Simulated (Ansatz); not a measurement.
Ansatz (a quantum-chemistry and plane-wave program) input:

Ansatz 0.2 input:
```yaml
crystal:
  lattice:
    - [0.0, 3.0078572811, 3.0078572811]
    - [3.0078572811, 0.0, 3.0078572811]
    - [3.0078572811, 3.0078572811, 0.0]
  atoms:
    - { symbol: Bi, position: [0.0, 0.0, 0.0] }
    - { symbol: Se, position: [0.5, 0.5, 0.5] }
kpoints:
  mp_grid: { grid: [25, 25, 25] }
hamiltonian:
  xc: lda
  pseudopotentials: { kind: paw }
scf:
  occupations: { method: fermi_dirac, width: 0.1 }
elastic: { mode: relaxed_ion, stencil: two_point, amplitude: 0.005, f_tol: 0.0005 }
```

Output (shortened):

```
Pseudopotential: Bi, paw, valence charge 15
Pseudopotential: Se, paw, valence charge 16
Functional definition: SPW92
Crystal: 2 atoms, lattice volume = 54.425 Å³
Basis set: ecut = 420 eV, 1067 PW (Γ)
Bands: 20, of which v1, the nominal top of the filled ones, is band 16 counted from 1 (15 counted from 0)
Symmetry: 48 space group operations
Space group: Fm-3m (ITA 225), of the structure as read, at distance tolerance 3.8e-5 Å
k-points: 455 of 15625
SCF iter   1: F=—  HF=-17469.495461 eV  |F-HF|=—  |Δ(HF+E_count)|=         —  Δρ=4.07e-3  dr2=5.78e-3  ethr=1.77e-3  ⟨swp⟩=5.6  Hψ=42723  notcnv=0
preconditioner: auto → Kerker (q_TF=auto, 2.484 Å⁻¹)
SCF iter   2: F=—  HF=-17469.493122 eV  |F-HF|=—  |Δ(HF+E_count)|=   2.34e-3  Δρ=2.51e-3  dr2=2.16e-3  ethr=1.86e-5  ⟨swp⟩=1.6  Hψ=13134  notcnv=0
SCF iter   3: F=—  HF=-17469.492507 eV  |F-HF|=—  |Δ(HF+E_count)|=   6.14e-4  Δρ=4.43e-4  dr2=1.70e-4  ethr=6.95e-6  ⟨swp⟩=3.0  Hψ=14260  notcnv=0
SCF iter   4: F=—  HF=-17469.492456 eV  |F-HF|=—  |Δ(HF+E_count)|=   5.11e-5  Δρ=2.12e-4  dr2=3.37e-5  ethr=5.47e-7  ⟨swp⟩=2.5  Hψ=13019  notcnv=0
SCF iter   5: F=—  HF=-17469.492445 eV  |F-HF|=—  |Δ(HF+E_count)|=   1.11e-5  Δρ=5.91e-5  dr2=1.08e-6  ethr=1.09e-7  ⟨swp⟩=2.0  Hψ=16215  notcnv=0
SCF iter   6: F=—  HF=-17469.492445 eV  |F-HF|=—  |Δ(HF+E_count)|=   1.08e-7  Δρ=3.33e-5  dr2=7.71e-7  ethr=3.49e-9  ⟨swp⟩=2.0  Hψ=16409  notcnv=0
SCF iter   7: F=—  HF=-17469.492445 eV  |F-HF|=—  |Δ(HF+E_count)|=   4.79e-7  Δρ=1.64e-5  dr2=1.88e-7  ethr=2.49e-9  ⟨swp⟩=2.0  Hψ=15066  notcnv=0
SCF iter   8: F=—  HF=-17469.492444 eV  |F-HF|=—  |Δ(HF+E_count)|=   1.21e-7  Δρ=4.63e-6  dr2=1.28e-8  ethr=6.08e-10  ⟨swp⟩=2.0  Hψ=16189  notcnv=0
SCF iter  11: F=-17469.492444 eV  HF=-17469.492444 eV  |F-HF|=3.64e-12  |Δ(HF+E_count)|=  1.09e-11  Δρ=7.12e-9  dr2=1.75e-14  ethr=1.00e-12  ⟨swp⟩=4.0  Hψ=42837  notcnv=0
SCF 1 converged in 11 iterations: F = -17469.492444 eV  dr2 = 1.75e-14
Crystal: 2 atoms, lattice volume = 54.153 Å³
Symmetry: 16 space group operations
k-points: 1183 of 15625
iter 1 solved again at ethr=3.72e-7 eV; its pass at ethr=3.10e-3 eV (dr2=1.15e-4 eV) is discarded
SCF iter   1: F=—  HF=-17469.491740 eV  |F-HF|=—  |Δ(HF+E_count)|=         —  Δρ=2.03e-4  dr2=3.68e-5  ethr=3.72e-7  ⟨swp⟩=3.0  Hψ=141134  notcnv=0
preconditioner: auto → Kerker (q_TF=auto, 2.486 Å⁻¹)
SCF iter   2: F=—  HF=-17469.491733 eV  |F-HF|=—  |Δ(HF+E_count)|=   7.64e-6  Δρ=1.29e-4  dr2=1.44e-5  ethr=1.19e-7  ⟨swp⟩=1.0  Hψ=23667  notcnv=0
SCF iter   3: F=—  HF=-17469.491727 eV  |F-HF|=—  |Δ(HF+E_count)|=   5.44e-6  Δρ=2.93e-5  dr2=8.37e-7  ethr=4.66e-8  ⟨swp⟩=2.4  Hψ=34773  notcnv=0
SCF iter   4: F=—  HF=-17469.491727 eV  |F-HF|=—  |Δ(HF+E_count)|=   2.27e-7  Δρ=1.28e-5  dr2=1.50e-7  ethr=2.70e-9  ⟨swp⟩=2.0  Hψ=41935  notcnv=0
SCF iter   5: F=—  HF=-17469.491727 eV  |F-HF|=—  |Δ(HF+E_count)|=   6.02e-8  Δρ=5.76e-6  dr2=1.67e-8  ethr=4.83e-10  ⟨swp⟩=2.0  Hψ=41865  notcnv=0
SCF iter   6: F=—  HF=-17469.491727 eV  |F-HF|=—  |Δ(HF+E_count)|=   2.52e-9  Δρ=1.13e-6  dr2=7.41e-10  ethr=5.37e-11  ⟨swp⟩=2.3  Hψ=30582  notcnv=0
SCF iter   7: F=—  HF=-17469.491727 eV  |F-HF|=—  |Δ(HF+E_count)|=  2.44e-10  Δρ=2.82e-7  dr2=4.84e-11  ethr=2.39e-12  ⟨swp⟩=2.0  Hψ=26804  notcnv=0
SCF iter   8: F=—  HF=-17469.491727 eV  |F-HF|=—  |Δ(HF+E_count)|=  2.91e-11  Δρ=6.56e-8  dr2=2.70e-12  ethr=1.56e-13 (applied; sched 1.00e-12)  ⟨swp⟩=2.2  Hψ=31774  notcnv=0
SCF iter  10: F=-17469.491727 eV  HF=-17469.491727 eV  |F-HF|=7.28e-12  |Δ(HF+E_count)|=  7.28e-12  Δρ=3.48e-9  dr2=8.74e-15  ethr=1.00e-12  ⟨swp⟩=4.1  Hψ=83672  notcnv=0
SCF 2 converged in 10 iterations: F = -17469.491727 eV  dr2 = 8.74e-15
Crystal: 2 atoms, lattice volume = 54.698 Å³
iter 1 solved again at ethr=5.63e-9 eV; its pass at ethr=3.10e-3 eV (dr2=1.74e-6 eV) is discarded
SCF iter   1: F=—  HF=-17469.491950 eV  |F-HF|=—  |Δ(HF+E_count)|=         —  Δρ=3.89e-4  dr2=1.74e-6  ethr=5.63e-9  ⟨swp⟩=2.3  Hψ=122310  notcnv=0
preconditioner: auto → Kerker (q_TF=auto, 2.482 Å⁻¹)
SCF iter   2: F=—  HF=-17469.492014 eV  |F-HF|=—  |Δ(HF+E_count)|=   6.38e-5  Δρ=1.97e-4  dr2=4.49e-7  ethr=5.63e-9  ⟨swp⟩=1.0  Hψ=23660  notcnv=0
SCF iter   3: F=—  HF=-17469.492036 eV  |F-HF|=—  |Δ(HF+E_count)|=   2.20e-5  Δρ=1.03e-6  dr2=9.51e-10  ethr=1.45e-9  ⟨swp⟩=1.0  Hψ=23660  notcnv=0
SCF iter   4: F=—  HF=-17469.492036 eV  |F-HF|=—  |Δ(HF+E_count)|=  7.57e-10  Δρ=7.00e-7  dr2=3.47e-10  ethr=3.07e-12  ⟨swp⟩=2.0  Hψ=42114  notcnv=0
SCF iter   5: F=—  HF=-17469.492036 eV  |F-HF|=—  |Δ(HF+E_count)|=  2.55e-11  Δρ=2.81e-7  dr2=7.08e-11  ethr=1.12e-12  ⟨swp⟩=1.0  Hψ=24593  notcnv=0
SCF iter   6: F=—  HF=-17469.492036 eV  |F-HF|=—  |Δ(HF+E_count)|=  3.64e-12  Δρ=4.81e-8  dr2=1.66e-12  ethr=2.28e-13 (applied; sched 1.00e-12)  ⟨swp⟩=2.4  Hψ=35081  notcnv=0
SCF iter   7: F=-17469.492036 eV  HF=-17469.492036 eV  |F-HF|=3.64e-12  |Δ(HF+E_count)|=  3.64e-12  Δρ=6.68e-9  dr2=2.67e-14  ethr=1.00e-12  ⟨swp⟩=3.4  Hψ=99280  notcnv=0
SCF 3 converged in 7 iterations: F = -17469.492036 eV  dr2 = 2.67e-14
Crystal: 2 atoms, lattice volume = 54.425 Å³
Symmetry: 8 space group operations
k-points: 2197 of 15625
iter 1 solved again at ethr=2.71e-8 eV; its pass at ethr=3.10e-3 eV (dr2=8.41e-6 eV) is discarded
SCF iter   1: F=—  HF=-17469.492482 eV  |F-HF|=—  |Δ(HF+E_count)|=         —  Δρ=7.82e-5  dr2=2.39e-6  ethr=2.71e-8  ⟨swp⟩=3.0  Hψ=266197  notcnv=0
preconditioner: auto → Kerker (q_TF=auto, 2.484 Å⁻¹)
SCF iter   2: F=—  HF=-17469.492481 eV  |F-HF|=—  |Δ(HF+E_count)|=   8.94e-7  Δρ=4.56e-5  dr2=9.16e-7  ethr=7.71e-9  ⟨swp⟩=1.0  Hψ=43940  notcnv=0
SCF iter   3: F=—  HF=-17469.492481 eV  |F-HF|=—  |Δ(HF+E_count)|=   2.91e-7  Δρ=4.62e-6  dr2=1.66e-8  ethr=2.95e-9  ⟨swp⟩=2.1  Hψ=54367  notcnv=0
SCF iter   4: F=—  HF=-17469.492481 eV  |F-HF|=—  |Δ(HF+E_count)|=  7.28e-11  Δρ=1.65e-6  dr2=2.01e-9  ethr=5.34e-11  ⟨swp⟩=2.0  Hψ=77983  notcnv=0
SCF iter   5: F=—  HF=-17469.492481 eV  |F-HF|=—  |Δ(HF+E_count)|=   1.69e-9  Δρ=8.24e-7  dr2=4.26e-10  ethr=6.48e-12  ⟨swp⟩=2.0  Hψ=77897  notcnv=0
SCF iter   6: F=—  HF=-17469.492481 eV  |F-HF|=—  |Δ(HF+E_count)|=  9.46e-11  Δρ=2.47e-7  dr2=3.97e-11  ethr=1.37e-12  ⟨swp⟩=2.4  Hψ=64121  notcnv=0
SCF iter   7: F=—  HF=-17469.492481 eV  |F-HF|=—  |Δ(HF+E_count)|=  3.64e-12  Δρ=8.23e-8  dr2=3.40e-12  ethr=1.28e-13 (applied; sched 1.00e-12)  ⟨swp⟩=2.3  Hψ=57860  notcnv=0
SCF iter   8: F=—  HF=-17469.492481 eV  |F-HF|=—  |Δ(HF+E_count)|=    0.00e0  Δρ=1.62e-8  dr2=1.33e-13  ethr=1.10e-14 (applied; sched 1.00e-12)  ⟨swp⟩=2.5  Hψ=70107  notcnv=0
SCF iter   9: F=-17469.492481 eV  HF=-17469.492481 eV  |F-HF|=0.00e0  |Δ(HF+E_count)|=    0.00e0  Δρ=2.67e-9  dr2=2.48e-15  ethr=1.00e-12  ⟨swp⟩=4.0  Hψ=138568  notcnv=0
SCF 4 converged in 9 iterations: F = -17469.492481 eV  dr2 = 2.48e-15
Crystal: 2 atoms, lattice volume = 54.425 Å³
iter 1 solved again at ethr=3.18e-9 eV; its pass at ethr=3.10e-3 eV (dr2=9.85e-7 eV) is discarded
SCF iter   1: F=—  HF=-17469.492435 eV  |F-HF|=—  |Δ(HF+E_count)|=         —  Δρ=2.95e-4  dr2=9.86e-7  ethr=3.18e-9  ⟨swp⟩=2.1  Hψ=220773  notcnv=0
preconditioner: auto → Kerker (q_TF=auto, 2.484 Å⁻¹)
SCF iter   2: F=—  HF=-17469.492469 eV  |F-HF|=—  |Δ(HF+E_count)|=   3.38e-5  Δρ=1.50e-4  dr2=2.54e-7  ethr=3.18e-9  ⟨swp⟩=1.0  Hψ=43940  notcnv=0
SCF iter   3: F=—  HF=-17469.492481 eV  |F-HF|=—  |Δ(HF+E_count)|=   1.17e-5  Δρ=5.28e-7  dr2=2.59e-10  ethr=8.19e-10  ⟨swp⟩=1.0  Hψ=43940  notcnv=0
SCF iter   4: F=—  HF=-17469.492481 eV  |F-HF|=—  |Δ(HF+E_count)|=  2.29e-10  Δρ=3.50e-7  dr2=9.36e-11  ethr=8.35e-13 (applied; sched 1.00e-12)  ⟨swp⟩=2.0  Hψ=78550  notcnv=0
SCF iter   5: F=—  HF=-17469.492481 eV  |F-HF|=—  |Δ(HF+E_count)|=  2.18e-11  Δρ=1.75e-7  dr2=2.75e-11  ethr=3.02e-13 (applied; sched 1.00e-12)  ⟨swp⟩=2.0  Hψ=56422  notcnv=0
SCF iter   6: F=—  HF=-17469.492481 eV  |F-HF|=—  |Δ(HF+E_count)|=    0.00e0  Δρ=4.06e-8  dr2=1.64e-12  ethr=8.89e-14 (applied; sched 1.00e-12)  ⟨swp⟩=1.6  Hψ=46927  notcnv=0
SCF iter   7: F=-17469.492481 eV  HF=-17469.492481 eV  |F-HF|=7.28e-12  |Δ(HF+E_count)|=  3.64e-12  Δρ=6.29e-9  dr2=3.43e-14  ethr=1.00e-12  ⟨swp⟩=3.3  Hψ=184485  notcnv=0
SCF 5 converged in 7 iterations: F = -17469.492481 eV  dr2 = 3.43e-14
SCF converged after 11 iterations
Free energy (F): -17469.492444 eV
Harris-Foulkes:  -17469.492444 eV  (|F-HF|=3.64e-12)
Internal energy: -17469.448050 eV  (E = F + TS)
E sigma→0 (E₀):  -17469.470247 eV
Entropy (-TS):   -0.044395 eV (-22.197 meV/atom)
Fermi energy:    10.754341 eV
--- Per-component energies (eV) ---
  E_band       = -458.181525
  E_kinetic    = 422.045159
  E_local      = -3803.044710  (includes V_loc(G=0)·N_el)
  E_nonlocal   = -23.975052
  E_hartree    = 1633.404951
  E_xc         = -255.042467
  E_vxc        = -244.232340  (∫ρ·V_xc dr)
  E_paw        = -12179.611839  (= ΣΔE_a)
  E_vpaw       = -75.783359  (= ΣTr[D̂ρ^β])
  E_aug_tail   = -0.001126  (compensation charges beyond the density's cutoff)
  E_ewald      = -3265.435443
  E_core_change = 2.212477  (= ΣΔE_core)
  E_smearing   = -0.044395  (= −TS)
  E_closure    = 0.000000  (closes the sum)
  Σ components = -17469.492444   (vs F -17469.492444, Δ=0.00e0)
  [band-id]    e_kinetic+e_local+e_nonlocal+2·e_hartree+e_vxc+e_vpaw+e_augmentation_tail = -458.181525   (vs E_band -458.181525, Δ=-4.80e-7)
--- Forces (eV/Å), atoms counted from 1 ---
  atom   1  Bi     0.00000000     0.00000000     0.00000000
  atom   2  Se     0.00000000     0.00000000     0.00000000
  max |Σ_I F_I| component: 0.0 eV/Å
--- Stress (GPa, compression-positive) ---
        0.085111       0.000000       0.000000
        0.000000       0.085111       0.000000
        0.000000       0.000000       0.085111
  P = ⅓ Tr σ = 0.0851 GPa (0.851 kbar)
--- Band table (eV; the first three rows and the last of 455) ---
  k-point 0: bands = ["-37.8226", "-37.8226", "-37.8204", "-37.8204", "-37.8204", "-12.5150", "-12.5150", "-12.5093", "-12.5093", "-12.5093", "-4.6013", "1.8431", "7.5955", "7.5955", "7.5955", "13.3940", "13.3940", "13.3940", "16.0047", "16.0047"]
  k-point 1: bands = ["-37.8226", "-37.8226", "-37.8204", "-37.8204", "-37.8204", "-12.5151", "-12.5151", "-12.5093", "-12.5091", "-12.5091", "-4.5861", "1.8026", "7.6002", "7.6002", "7.6170", "13.2765", "13.3193", "13.3193", "15.9619", "16.0411"]
  k-point 2: bands = ["-37.8225", "-37.8225", "-37.8204", "-37.8204", "-37.8204", "-12.5154", "-12.5154", "-12.5091", "-12.5085", "-12.5085", "-4.5408", "1.6843", "7.6144", "7.6144", "7.6783", "12.9702", "13.1139", "13.1139", "15.8695", "16.1466"]
  k-point 454: bands = ["-37.8226", "-37.8225", "-37.8204", "-37.8204", "-37.8203", "-12.5396", "-12.5133", "-12.5027", "-12.5005", "-12.4844", "-2.6705", "-0.4304", "4.9442", "5.0344", "8.6409", "10.5964", "14.3671", "14.4710", "16.6778", "17.0358"]
--- Elastic constants: 2 strain directions × 2 members + reference (group order 48) ---
  dense FFT box of the reference and of every strained cell: 30×30×30
  strains applied: 11, 23; error gains: componentwise 1.00 (the most a stress slope's error grows in a printed constant), spectral 1.73 (1 for all six strains …
  C = ∂σ_k/∂η_j (tension-positive GPa; Voigt order 11 22 33 23 13 12):
       132.534     34.520     34.520      0.000      0.000      0.000
        34.520    132.534     34.520      0.000      0.000      0.000
        34.520     34.520    132.534      0.000      0.000      0.000
         0.000      0.000      0.000     -8.486      0.000      0.000
         0.000      0.000      0.000      0.000     -8.486      0.000
         0.000      0.000      0.000      0.000      0.000     -8.486
  reference stress σ⁰ (GPa):     -0.085     -0.085     -0.085      0.000      0.000      0.000
  C* (energy form; C + prestress term) asymmetry max|C*_kj − C*_jk| = 7.105e-15 GPa — a small one proves nothing (zero by symmetry where the batch's group is …
  moduli (Voigt/Reuss/Hill, GPa): K = 67.19/67.19/67.19   G = 14.51/-15.99/-0.74   E = -2.22   ν = 0.506
  mechanically stable: NO (min eigenvalue of sym C = -8.49 GPa)
  where every solve meets its electron count the energy-path curvature estimates C_jj along a normal strain and C_jj − ¼(σ⁰_aa + σ⁰_bb) along a shear (ab), of …
  strain η (Voigt 11):  stress-route row diagonal C_11 = 132.53 GPa, energy-path curvature d²(F+E_count+ΔE)/dδ²/Ω₀ = 132.34 GPa
         δ    σ_11 (GPa)             F (eV)   n_scf  n_hpsi   n_pw
    -5.000e-3      -0.7653      -17469.4917274      10  519789   1073   relax 0 steps, max|allowed force component| 0.0 eV/Å
     5.000e-3       0.5601      -17469.4920360       7  392200   1083   relax 0 steps, max|allowed force component| 0.0 eV/Å
  strain η (Voigt 23):  stress-route row diagonal C_44 = -8.49 GPa, energy-path curvature d²(F+E_count+ΔE)/dδ²/Ω₀ = -8.67 GPa
         δ    σ_23 (GPa)             F (eV)   n_scf  n_hpsi   n_pw
    -5.000e-3       0.0424      -17469.4924806       9  890956   1077   relax 0 steps, max|allowed force component| 0.0 eV/Å
     5.000e-3      -0.0424      -17469.4924806       7  715011   1077   relax 0 steps, max|allowed force component| 0.0 eV/Å
```

Cost: very roughly 12 core-minutes on shared cores.

The workflow started from a Materials Project entry (that database holds measured and hypothetical structures alike); the Crystallography Open Database files this formula in space group No. 225, but the cells were not matched. Its standing as an ambient phase is unchecked. The cell was relaxed with LDA under the symmetry of its start. At this level the phase is mechanically unstable. As this level gives no gap, shear constants depend on the k-mesh and smearing (Fermi–Dirac, 0.1 eV here). Spin–orbit coupling is left out wherever it is not named.

Potentials: the later of the program's two PAW sets.

Ansatz is a plane-wave DFT program.
